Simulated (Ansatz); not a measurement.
IrO2:
```
IrO2
1.0
    4.43283     0.00000     0.00000
    0.00000     4.43283     0.00000
    0.00000     0.00000     3.13663
Ir O
2 4
Direct
  0.00000   0.00000   0.00000
  0.50000   0.50000   0.50000
  0.30914   0.30914   0.00000
  0.80914   0.19086   0.50000
  0.19086   0.80914   0.50000
  0.69086   0.69086   0.00000
```

Relaxed with LDA. Special points in fractions of this cell's reciprocal vectors: Γ (0.000, 0.000, 0.000); X (0.000, 0.500, 0.000); M (0.500, 0.500, 0.000); Z (0.000, 0.000, 0.500); R (0.000, 0.500, 0.500); A (0.500, 0.500, 0.500).

Problem. List the band energies nearest the Fermi level at these points for LDA in the plane-wave PAW code Ansatz.

Solution. In eV from the Fermi level; about four levels below and three above (degenerate sets whole), none deeper than 8.9 eV; points with the same levels are listed once.

```csv
k,below,above
Γ,-2.57 -2.57 -2.50 -2.44 -2.27,0.95 1.35 4.33
X,-1.36 -1.36 -0.31 -0.31,3.70 3.70 3.85 3.85
M,-2.59 -2.59 -2.52 -2.52,0.21 0.21 2.77 2.77
Z,-2.04 -2.04 -0.71 -0.71,0.29 0.29 2.39 2.39
R,-2.93 -2.93 -1.88 -1.88,0.59 0.59 1.30 1.30
A,-1.32 -1.32 -0.51 -0.51,2.34 2.34 3.39 3.39
```

Space group P4_2/mnm (rutile). The cell was relaxed with LDA under the symmetry of its start; of distortions, only those at the zone centre were tested. The run is not spin-polarised. The volume moved by -18 % from the start of the relaxation. Spin–orbit coupling is left out wherever it is not named.

Potentials: the later of the program's two PAW sets.
